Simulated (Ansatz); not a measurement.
Fe (bcc (W type), Im-3m) at seven volumes, PBEsol in the plane-wave PAW code Ansatz, scaled uniformly. One row is withheld.

```tsv
V (Å³/atom)	P (GPa)
9.837	?
10.161	16.80
10.485	7.77
10.809	0.01
11.134	-6.11
11.458	-10.88
11.782	-15.31
```

Task: Fit the shown pressures and predict the withheld one.

Result: P = (3/2)B₀(x^(7/2) − x^(5/2))[1 + (3/4)(B′ − 4)(x − 1)] with x = (V₀/V)^(2/3). Least squares on the six rows gives V₀ = 10.816 Å³/atom, B₀ = 226 GPa, B′ = 5.61. At V = 9.837, x = 1.0653 and P = 27.97 GPa. The run itself gave 27.38 GPa.

Symmetry was held in the PBEsol relaxation. Spin order of the final state: ferromagnetic, chosen from 3 collinear starts compared on coarse meshes (ties went to the first, and starts can fall back to one state), not a proven ground state. Textbook magnetic order: ferromagnetic.

Potentials: the later of the program's two PAW sets.
